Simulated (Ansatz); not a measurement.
TiNi4GeO8 in space group F-43m (No. 216; Pearson symbol cF56), DFT-r²SCAN in the program Ansatz with PAW potentials. The conduction-band minimum lies at X, with 3 equivalent valleys. Second derivatives d²E/dk² of the lowest band at one valley (eV·Å²), along Cartesian directions:

```json
[
 {"direction": "[100]", "d²E/dk²": "3.290"},
 {"direction": "[010]", "d²E/dk²": "5.712"},
 {"direction": "[001]", "d²E/dk²": "5.712"},
 {"direction": "[110]", "d²E/dk²": "4.505"},
 {"direction": "[101]", "d²E/dk²": "4.505"},
 {"direction": "[011]", "d²E/dk²": "5.714"}
]
```

Q: Find the principal effective masses, the density-of-states mass and the conductivity mass.

A: Off-diagonal terms follow from H_xy = H[110] − (H_xx + H_yy)/2, and m*/mₑ = 7.620 eV·Å² over each eigenvalue: 1.3, 1.3, 2.3. One valley's DOS mass (m₁m₂m₃)^(1/3) = 1.6, conductivity mass 3/(Σ 1/mᵢ) = 1.6 mₑ.

Q: What effective density of states Nc follows at 300 K for parabolic valleys?

A: Nc = 2.509e19 × 3 × (1.6)^(3/2) / 2 (one spin channel) ≈ 7.6e19 cm⁻³.

The workflow started from a Materials Project entry (that database holds measured and hypothetical structures alike); the Crystallography Open Database copy checked does not list it. With Ti and Ge taken as one species the cell has the higher symmetry Fd-3m, so it may be an ordered model of a mixed-site phase. Whether it is the stable phase at ambient conditions was not checked. The r²SCAN relaxation kept the symmetry of its start; whether a distortion lowers the energy is not shown. Spin order of the final state: ferromagnetic, chosen from 3 collinear starts compared on coarse meshes (ties went to the first, and starts can fall back to one state), not a proven ground state. Other orbital occupations within this spin state were not tried. No Hubbard U is applied. Point labels and valley counts follow the cell and symmetry of the run, lower than the named group. Spin–orbit coupling is left out wherever it is not named.

Potentials: the later of the program's two PAW sets.

Edges and masses are those of Kohn–Sham bands, whose gap is no quasiparticle gap.
